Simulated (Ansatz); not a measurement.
# Equation of state of SrP and its gap

A database entry relaxed whole under r2SCAN (P-62m):

```
Sr P
1.0
     8.07422    0.00000    0.00000
    -4.03711    6.99248    0.00000
     0.00000    0.00000    6.05724
Sr P
6 6
Direct
  0.30501 0.00000 0.00000
  0.69499 0.69499 0.00000
  0.00000 0.30501 0.00000
  0.64007 0.00000 0.50000
  0.35993 0.35993 0.50000
  0.00000 0.64007 0.50000
  0.33333 0.66667 0.19089
  0.33333 0.66667 0.80911
  0.66667 0.33333 0.19089
  0.66667 0.33333 0.80911
  0.00000 0.00000 0.31405
  0.00000 0.00000 0.68595
```

The cell was scaled uniformly, its shape held, and the atoms relaxed at each volume with plane-wave PAW DFT (Ansatz 0.2.0; r2SCAN, 500 eV, 6×6×6 Γ-centred mesh, fermi-dirac occupations of width 0.020 eV; no spin, no spin-orbit coupling). One row is withheld.

| volume (Å³/atom) | energy over the lowest (meV/atom) | pressure (GPa) | gap over mesh and path (eV) |
| --- | --- | --- | --- |
| 26.789 | 17.0 | 3.37 | 0.770 |
| 27.359 | 7.3 | 2.13 | 0.764 |
| 27.929 | 1.7 | 1.00 | 0.756 |
| 28.499 | 0.0 | 0.00 | 0.747 |
| 29.069 | 1.7 | -0.91 | 0.737 |
| 29.639 | ? | ? | ? |
| 30.209 | 13.8 | -2.45 | 0.710 |

Problem. Fit the pressures of the other rows to the third-order Birch-Murnaghan form.

Solution. With f = [(V₀/V)^(2/3) − 1]/2 and P = 3B₀f(1 + 2f)^(5/2)[1 + 3(B₀′ − 4)f/2], least squares gives V₀ = 28.50 Å³ an atom, B₀ = 47.8 GPa and B₀′ = 4.3; the rows miss the fit by less than 0.01 GPa. The slope of the energies differs from these pressures by less than 0.05 GPa.

Problem. How does the gap move with volume?

Solution. A parabola in ln(V/V₀) through the other rows has the slope dE_g/d ln V = -0.5 eV at V₀, so by B₀ the gap moves by +11 meV a GPa at this fixed shape: it widens under pressure.

Problem. What does the withheld row hold?

Solution. The fit gives -1.72 GPa at 29.639 Å³; the run gave -1.73 GPa and 6.4 meV an atom. Its gap is 0.724 eV, against 0.724 eV from the parabola.

Caveats: the shape of the cell was held, so B₀ is an upper bound where the axes differ in stiffness; 0 K, fixed nuclei; the symmetry was kept, and this need not be the phase that is stable at 0 K; one mesh for all volumes; r2SCAN gaps lie as a rule under measured ones; the slope of the gap can be off by tens of per cent, more where shallow d levels or spin-orbit coupling act on the edges; pressure is positive in compression.
